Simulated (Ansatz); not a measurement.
Relaxed candidate structures of Si₂Ni:

A. P6/mmm (No. 191), hP3; a = b = 4.2240 Å, c = 2.4732 Å, α = β = 90.00°, γ = 120.00°; Ni 1a (0.000, 0.000, 0.000); Si 2d (0.333, 0.667, 0.500)

B. Fm-3m (No. 225), cF12, AFLOW prototype AB2_cF12_225_a_c (C1, as in CaF2); a = b = c = 5.3897 Å, α = β = γ = 90.00°; Ni 4a (0.000, 0.000, 0.000); Si 8c (0.250, 0.250, 0.250)

C. R3m, hexagonal axes (No. 160), hR6; a = 3.7761 Å, b = 3.7761 Å, c = 21.1246 Å, α = 90.00°, β = 90.00°, γ = 120.00°; Si 3a (0.000, 0.000, 0.005); Ni 3a (0.000, 0.000, 0.514); Si 3a (0.000, 0.000, 0.407); Si 3a (0.000, 0.000, 0.842); Ni 3a (0.000, 0.000, 0.114); Si 3a (0.000, 0.000, 0.619)

D. Cmcm (No. 63), oS12; a = 3.339 Å, b = 11.089 Å, c = 4.012 Å, α = 90.00°, β = 90.00°, γ = 90.00°; Si 4c (0.000, 0.063, 0.250); Si 4c (0.000, 0.732, 0.250); Ni 4c (0.000, 0.394, 0.250)

E. Fd-3m, origin choice 1 (No. 227), cF48, AFLOW prototype AB2_cF48_227_c_e (as in Ti2C); a = 8.642 Å, b = 8.642 Å, c = 8.642 Å, α = 90.00°, β = 90.00°, γ = 90.00°; Ni 16c (0.125, 0.125, 0.125); Si 32e (0.399, 0.399, 0.399)

Q: Put the candidates in order of energy per atom, lowest first, for r2SCAN (plane waves to 500 eV, PAW, scalar-relativistic; Ansatz, a first-principles code).

A: B (reference, the lowest of the structures calculated here), C (+0.25 eV/atom), D (+0.48 eV/atom), E (+0.62 eV/atom), A (+0.72 eV/atom)

Each run could gain symmetry but not lose that of its start, so entries can be saddle points. All of these are generated cells (placed on structure types, drawn at random, substituted or restacked) that were not matched to a known phase here. Static energies at zero pressure. No spin polarisation in the result. A magnetic state may lie lower.
